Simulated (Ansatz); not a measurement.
Base run

Ansatz input (lattice in Å, positions in fractions of it)
```yaml
crystal:
  lattice:
    - [0, 2.73, 2.73]
    - [2.73, 0, 2.73]
    - [2.73, 2.73, 0]
  atoms:
    - { symbol: Ce, position: [-0.0036630037, 0.0036630037, 0.0036630037] }
    - { symbol: O, position: [0.25, 0.25, 0.25] }
    - { symbol: O, position: [0.75, 0.75, 0.75] }
kpoints:
  mp_grid: { grid: [8, 8, 8] }
hamiltonian:
  xc: pbe
  pseudopotentials:
    kind: all_electron
    nuclear_model: point
    lapw: { basis_error: "0.25 meV" }
scf:
  occupations: { method: fermi_dirac, width: 0.1 }
  convergence: { dr2_threshold: "1e-9 eV" }
  max_iter: 300
output:
  forces: true
  stress: true
```

The calculation used Ansatz, PBE, all-electron LAPW, point nucleus.

It gives a pressure of 0.44 GPa and an rms force of 0.089 eV/Å.

Question: What changes with a first-order correction from the scalar-relativistic equation to Dirac's equation for the inner shells Ce 4p, Ce 4d and those below them?

Answer: The pressure goes up by 0.02 GPa, the forces move by 0.0 meV/Å (rms).
